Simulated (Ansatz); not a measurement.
Cu Kα1 powder pattern (kinematic, no thermal factors).
```json
{"2θ (°)": "17.73", "relative intensity": "2"}
{"2θ (°)": "23.47", "relative intensity": "2"}
{"2θ (°)": "23.83", "relative intensity": "15"}
{"2θ (°)": "24.26", "relative intensity": "14"}
{"2θ (°)": "25.04", "relative intensity": "14"}
{"2θ (°)": "25.87", "relative intensity": "28"}
{"2θ (°)": "26.73", "relative intensity": "7"}
{"2θ (°)": "28.07", "relative intensity": "21"}
{"2θ (°)": "29.12", "relative intensity": "100"}
{"2θ (°)": "30.57", "relative intensity": "4"}
{"2θ (°)": "31.00", "relative intensity": "44"}
{"2θ (°)": "35.18", "relative intensity": "2"}
{"2θ (°)": "35.90", "relative intensity": "1"}
{"2θ (°)": "37.01", "relative intensity": "5"}
{"2θ (°)": "41.20", "relative intensity": "17"}
{"2θ (°)": "41.47", "relative intensity": "20"}
{"2θ (°)": "41.68", "relative intensity": "1"}
{"2θ (°)": "42.11", "relative intensity": "15"}
{"2θ (°)": "42.49", "relative intensity": "2"}
{"2θ (°)": "43.12", "relative intensity": "5"}
{"2θ (°)": "43.28", "relative intensity": "2"}
{"2θ (°)": "43.89", "relative intensity": "3"}
{"2θ (°)": "44.58", "relative intensity": "33"}
{"2θ (°)": "45.31", "relative intensity": "1"}
{"2θ (°)": "45.40", "relative intensity": "4"}
{"2θ (°)": "46.02", "relative intensity": "1"}
{"2θ (°)": "46.92", "relative intensity": "13"}
{"2θ (°)": "47.87", "relative intensity": "11"}
{"2θ (°)": "48.00", "relative intensity": "11"}
{"2θ (°)": "48.77", "relative intensity": "4"}
{"2θ (°)": "49.19", "relative intensity": "11"}
{"2θ (°)": "49.70", "relative intensity": "4"}
{"2θ (°)": "49.86", "relative intensity": "3"}
{"2θ (°)": "50.14", "relative intensity": "3"}
{"2θ (°)": "50.58", "relative intensity": "8"}
{"2θ (°)": "50.67", "relative intensity": "6"}
{"2θ (°)": "51.38", "relative intensity": "3"}
{"2θ (°)": "52.11", "relative intensity": "5"}
{"2θ (°)": "53.20", "relative intensity": "11"}
{"2θ (°)": "53.34", "relative intensity": "9"}
{"2θ (°)": "55.07", "relative intensity": "11"}
{"2θ (°)": "55.17", "relative intensity": "3"}
{"2θ (°)": "57.76", "relative intensity": "2"}
{"2θ (°)": "58.56", "relative intensity": "1"}
{"2θ (°)": "59.58", "relative intensity": "2"}
{"2θ (°)": "60.38", "relative intensity": "6"}
{"2θ (°)": "63.57", "relative intensity": "3"}
{"2θ (°)": "64.20", "relative intensity": "2"}
{"2θ (°)": "64.61", "relative intensity": "2"}
{"2θ (°)": "65.02", "relative intensity": "5"}
{"2θ (°)": "65.74", "relative intensity": "4"}
{"2θ (°)": "66.28", "relative intensity": "7"}
{"2θ (°)": "67.06", "relative intensity": "2"}
{"2θ (°)": "67.13", "relative intensity": "1"}
{"2θ (°)": "67.27", "relative intensity": "5"}
{"2θ (°)": "67.45", "relative intensity": "3"}
{"2θ (°)": "67.69", "relative intensity": "1"}
{"2θ (°)": "67.76", "relative intensity": "4"}
{"2θ (°)": "69.07", "relative intensity": "6"}
{"2θ (°)": "69.20", "relative intensity": "1"}
{"2θ (°)": "70.01", "relative intensity": "1"}
{"2θ (°)": "70.16", "relative intensity": "1"}
{"2θ (°)": "70.23", "relative intensity": "1"}
{"2θ (°)": "70.68", "relative intensity": "3"}
{"2θ (°)": "71.51", "relative intensity": "3"}
{"2θ (°)": "71.67", "relative intensity": "6"}
{"2θ (°)": "71.88", "relative intensity": "1"}
{"2θ (°)": "73.61", "relative intensity": "1"}
{"2θ (°)": "74.55", "relative intensity": "1"}
{"2θ (°)": "74.61", "relative intensity": "4"}
{"2θ (°)": "76.53", "relative intensity": "2"}
{"2θ (°)": "78.01", "relative intensity": "1"}
{"2θ (°)": "78.70", "relative intensity": "5"}
{"2θ (°)": "79.62", "relative intensity": "5"}
{"2θ (°)": "79.81", "relative intensity": "5"}
{"2θ (°)": "80.17", "relative intensity": "1"}
{"2θ (°)": "80.20", "relative intensity": "3"}
{"2θ (°)": "80.41", "relative intensity": "2"}
{"2θ (°)": "80.43", "relative intensity": "2"}
{"2θ (°)": "80.47", "relative intensity": "5"}
{"2θ (°)": "81.12", "relative intensity": "3"}
{"2θ (°)": "81.90", "relative intensity": "2"}
{"2θ (°)": "83.03", "relative intensity": "3"}
{"2θ (°)": "83.26", "relative intensity": "2"}
{"2θ (°)": "83.84", "relative intensity": "3"}
{"2θ (°)": "84.38", "relative intensity": "2"}
{"2θ (°)": "85.37", "relative intensity": "2"}
{"2θ (°)": "86.62", "relative intensity": "2"}
{"2θ (°)": "87.53", "relative intensity": "1"}
{"2θ (°)": "88.08", "relative intensity": "1"}
{"2θ (°)": "89.76", "relative intensity": "2"}
```

The pattern is computed from a structure relaxed with Ansatz 0.2.0, DFT PBE, scalar-relativistic, plane waves, PAW. No spin polarisation. Its elements are Cd, Hg, Se.

Problem. Give the structure.

Solution. Cd2HgSe3.
Space group C2 (No. 5). a = 7.613 Å, b = 4.288 Å, c = 10.049 Å, α = 90.00°, β = 95.76°, γ = 90.00°
| atom | site | symmetry | x | y | z |
| --- | --- | --- | --- | --- | --- |
| Cd | 4c | 1 | 0.7060 | 0.2971 | 0.3359 |
| Hg | 2a | 2 | 0.0000 | 0.3136 | 0.0000 |
| Se | 4c | 1 | 0.7430 | 0.2889 | 0.8213 |
| Se | 2b | 2 | 0.0000 | 0.5144 | 0.5000 |

A pattern alone doesn't exclude other cells with like lines; this is the one computed.

The cell was found from a structure generator's guess, not taken from experiment.
